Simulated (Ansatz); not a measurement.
**LaTlCl4: rattling a relaxed structure**

The structure comes from a generated guess, relaxed at this level; another structure or a mixture of phases may lie lower.

The calculation used DFT PBE, scalar-relativistic, plane waves, PAW in Ansatz. Cutoff 420 eV; k points 6×6×4 on the computed 6-atom cell (Γ-centred); Gaussian smearing, width 0.02 eV; no spin polarisation.

The cell below (6 atoms, space group P4/mmm (No. 123)) is relaxed within its symmetry.

```
CELL_PARAMETERS angstrom
4.90072 0.00000 0.00000
0.00000 4.90072 0.00000
0.00000 0.00000 7.70487
ATOMIC_POSITIONS crystal
La 0.00000 0.00000 0.00000
Tl 0.50000 0.50000 0.50000
Cl 0.50000 0.00000 0.78582
Cl 0.00000 0.50000 0.21418
Cl 0.50000 0.00000 0.21418
Cl 0.00000 0.50000 0.78582
```

For the test a repeat of it with 12 atoms (edges 4.90, 4.90, 15.41 Å) was strained at random (σ = 1.5 % a component), the atoms were moved at random (σ = 0.05 Å), and all was relaxed again on a coarse 4×4×1 mesh (in the run’s order of axes) with 0.10 eV smearing, with no symmetry imposed.

These runs have no spin–orbit coupling, which can matter for Tl.

**Question.** Does it come back?

**Answer.** It returns, within 1 meV/atom of the unmoved cell on that mesh and with the same symmetry when read at 0.1 Å (Cm at 0.01 Å, so small strains and shifts remain). So it is stable against the distortions that fit this cell and that this random move excites. Modes that don't fit the cell aren't tested.
